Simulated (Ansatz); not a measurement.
**K against volume per atom: a fit and a prediction**

The table holds volume per atom and K of 6 crystals, one entry left out.

Computed with Ansatz, a plane-wave PAW program. K: r²SCAN, elastic tensor, Hill average; volume per atom: r²SCAN, relaxed cell.

Runs started from generated or typed cells of the structure named: diamond; Si; 4H-SiC; WC. Of the phases: diamond is metastable against graphite at zero pressure. Magnetic at some levels of our runs and not at others: VSi2. Run without spin polarisation: Ni3Si, VSi2. Spin–orbit coupling is left out unless named.

```
crystal             V (Å³/atom)  K (GPa)
------------------  -----------  -------
diamond                    5.64      451
Ni3Si (Cu3Au type)        10.39      240
Si (diamond type)         20.17     97.0
VSi2 (P6₂22)              12.49      189
4H-SiC                    10.33        …
WC (P-6m2)                10.41      403
```

Q: Fit ln(K) = c + k × ln(volume per atom) by least squares to the 5 complete rows, with the units of the table, and predict the withheld value.

A: Logarithms (x, y): diamond (1.730, 6.111); Ni3Si (2.341, 5.481); Si (3.004, 4.575); VSi2 (2.525, 5.242); WC (2.343, 5.999). Means: x̄ = 2.389, ȳ = 5.482. Sums of products about the means: Sxx = 0.8354, Sxy = −1.029. Slope k = −1.029/0.8354 = −1.23; intercept c = 5.482 − (−1.23) × 2.389 = 8.42; r² = 0.82. For 4H-SiC, x = 2.335, so y = 8.42 + (−1.23) × 2.335 = 5.548 and K = e^(5.548) = 257 GPa.

The calculation gives 228 GPa, a factor of 1.13 below the estimate. The fitted rows scatter by a factor of 1.35 (standard error of the fit), so this miss is within the scatter, in the logarithm; the row farthest from the line is WC. The usual reason for the trend: bulk modulus is bond energy per volume, so short bonds count steeply. The line is a summary of these rows, no law.

Where several phases of a formula are at hand, those over 0.1 eV/atom above the lowest were not drawn (by r²SCAN where it compared them, else by the largest value; a layered or molecular lowest phase counts only with a dispersion term); other phases could lie lower still. The rows are a sample with a lean to familiar crystals, kept because the fitted rows follow a line with r² over 0.75 in the expected sense, which many samples do not; the withheld row is never an end of the range. Limits of the draw: G over 60 GPa and over half of K, three elements at most and B, C, N, O or Si among them, no carbonates, anisotropy index under 0.8; for moduli and speeds, an anisotropy index under 2.5, no layered crystals; no unfamiliar magnets, and cubic perovskites only if shown or known to be stable. As a rule kept out of such tables: 4f compounds, open-shell compounds run without a Hubbard term, cells found unstable in the tests at hand, cells close to a higher symmetry, and runs set to a pressure or over 12 % in volume from the crystal's fullest run.
